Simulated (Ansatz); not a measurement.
The calculation used DFT LDA, scalar-relativistic, plane waves, PAW (Ansatz 0.2.0). Cutoff 420 eV, Γ-centred k meshes of 1728 to 2744 points, fixed occupations in insulators, in metals Fermi–Dirac smearing of 0.15 eV (Gaussian, 0.2 eV, where magnetic), spin where moments survive. Values of metals depend on mesh and smearing. Spin–orbit coupling is left out. Each crystal stands at its own equilibrium volume, in the symmetry named.

Q: Order these crystals by the bulk modulus (Hill), lowest first.
A. LiZn (Fd-3m, 4 atoms in the cell, 13.1 Å³/atom, Li next to 4 Zn and 4 Li)
B. YHg2 (P6/mmm, 3 atoms in the cell, 22.2 Å³/atom, Y next to 12 Hg and 2 Y)
C. C (P6_3/mmc, 4 atoms in the cell, 8.6 Å³/atom, C next to 3 C)
D. MnSe (F-43m, 2 atoms in the cell, 22.2 Å³/atom, Mn next to 4 Se)

A: D (34 GPa), A (55 GPa), B (84 GPa), C (160 GPa).

Cost: 4 runs of about 36 core-minutes in all, on Arm Neoverse V1, Intel Xeon Platinum 8259CL (Skylake/Cascade Lake), AMD EPYC (Zen 3) (shared hosts).